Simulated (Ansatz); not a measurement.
## Structures of KMo₂: which is lowest?

Plane-wave DFT in Ansatz with scalar-relativistic PAW potentials, cutoff 420 eV, Γ-centred meshes chosen by cell and gap, Gaussian smearing with energies taken to zero width. Every cell was relaxed (cell and atoms) in a run of its own, within the symmetry of its start. Functional: PBE.

Relaxed structures (starts from databases or built by putting these elements on another compound's sites):
A. Pnnm, 6 atoms in the computed cell, a = 2.672 Å, b = 8.272 Å, c = 5.886 Å; sites (symmetry × multiplicity) K ..2/m × 2, Mo ..m × 4; start: built
B. P6/mmm, 3 atoms in the computed cell, a = 5.116 Å, c = 2.621 Å; sites (symmetry × multiplicity) K 6/mmm × 1, Mo -6m2 × 2; start: built

**Question.** Rank them by energy. Could pressure change the order?

**Answer.**
| structure | group | E − E(lowest) (meV/atom) | V (Å³/atom) | gap on mesh (eV) |
| --- | --- | --- | --- | --- |
| A | Pnnm | 0.0 | 21.68 | 0.00 |
| B | P6/mmm | 142 | 19.80 | 0.00 |

A is lowest, 142 meV/atom under B. B is denser by 1.88 Å³/atom, so pressure favours it: ΔE/ΔV, with ΔE in eV and 1 eV/Å³ = 160.2 GPa, gives about 12 GPa for equal enthalpy if both cells were rigid, a rough figure since the two compress differently. Other structures may lie lower than all of these, and vibrations aren't counted.